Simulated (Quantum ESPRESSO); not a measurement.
**Band energies of CaI$_{2}$**

```
CELL_PARAMETERS angstrom
      4.43220     0.00000     0.00000
     -2.21610     3.83840     0.00000
      0.00000     0.00000     6.91955
ATOMIC_POSITIONS crystal
  Ca 0.00000 0.00000 0.00000
  I  0.33333 0.66667 0.25745
  I  0.66667 0.33333 0.74255
```

norm-conserving PBEsol (Quantum ESPRESSO, 70 Ry, scalar-relativistic); path ΓMKΓALHA,LM,KH; energies in eV from the valence-band maximum.

| k (1/Å) | point | band 8 | band 9 | band 10 | band 11 | band 12 | band 13 | band 14 | band 15 |
|---|---|---|---|---|---|---|---|---|---|
| 0.00 | Γ | -1.01 | -1.01 | -0.22 | -0.22 | 0.00 | 4.07 | 4.35 | 4.35 |
| 0.47 |  | -1.92 | -1.57 | -1.09 | -0.64 | -0.51 | 3.66 | 4.79 | 4.96 |
| 0.82 | M | -1.94 | -1.57 | -1.14 | -1.13 | -0.88 | 3.33 | 5.23 | 5.39 |
| 0.94 |  | -1.93 | -1.56 | -1.24 | -1.14 | -0.93 | 3.49 | 5.17 | 5.23 |
| 1.29 | K | -1.90 | -1.90 | -1.31 | -1.31 | -1.23 | 4.46 | 4.85 | 4.85 |
| 1.50 |  | -1.93 | -1.67 | -1.60 | -1.15 | -0.95 | 4.32 | 4.53 | 5.14 |
| 1.92 |  | -1.42 | -1.18 | -1.04 | -0.49 | -0.22 | 4.19 | 4.27 | 4.71 |
| 2.24 | Γ | -1.01 | -1.01 | -0.22 | -0.22 | 0.00 | 4.07 | 4.35 | 4.35 |
| 2.35 |  | -1.00 | -1.00 | -0.24 | -0.24 | -0.17 | 4.16 | 4.34 | 4.34 |
| 2.69 | A | -1.41 | -0.89 | -0.89 | -0.38 | -0.38 | 4.18 | 4.29 | 4.29 |
| 2.89 |  | -1.67 | -0.92 | -0.80 | -0.64 | -0.48 | 4.11 | 4.47 | 4.51 |
| 3.30 |  | -2.38 | -1.11 | -1.02 | -0.80 | -0.77 | 3.57 | 4.99 | 5.24 |
| 3.51 | L | -2.48 | -1.16 | -1.05 | -0.84 | -0.73 | 3.49 | 5.19 | 5.22 |
| 3.86 |  | -2.31 | -1.80 | -1.61 | -0.81 | -0.77 | 4.27 | 4.88 | 4.97 |
| 3.98 | H | -2.26 | -2.02 | -1.70 | -0.79 | -0.79 | 4.66 | 4.66 | 4.76 |
| 4.26 |  | -2.31 | -1.45 | -1.33 | -0.86 | -0.76 | 4.22 | 4.40 | 5.28 |
| 4.64 |  | -1.82 | -0.96 | -0.78 | -0.78 | -0.57 | 4.16 | 4.31 | 4.84 |
| 4.93 | A | -1.41 | -0.89 | -0.89 | -0.38 | -0.38 | 4.18 | 4.29 | 4.29 |
| 4.93 | L | -2.48 | -1.16 | -1.05 | -0.84 | -0.73 | 3.49 | 5.19 | 5.22 |
| 5.04 |  | -2.41 | -1.15 | -1.14 | -0.85 | -0.75 | 3.46 | 5.04 | 5.37 |
| 5.38 | M | -1.94 | -1.57 | -1.14 | -1.13 | -0.88 | 3.33 | 5.23 | 5.39 |
| 5.38 | K | -1.90 | -1.90 | -1.31 | -1.31 | -1.23 | 4.46 | 4.85 | 4.85 |
| 5.83 | H | -2.26 | -2.02 | -1.70 | -0.79 | -0.79 | 4.66 | 4.66 | 4.76 |

The PBEsol gap is indirect, 3.33 eV, from Γ to M; the smallest direct gap is 4.07 eV.

Without spin-orbit coupling, band edges of such heavy elements can be off by tenths of an eV.

Geometry relaxed with PBE+D3(BJ).
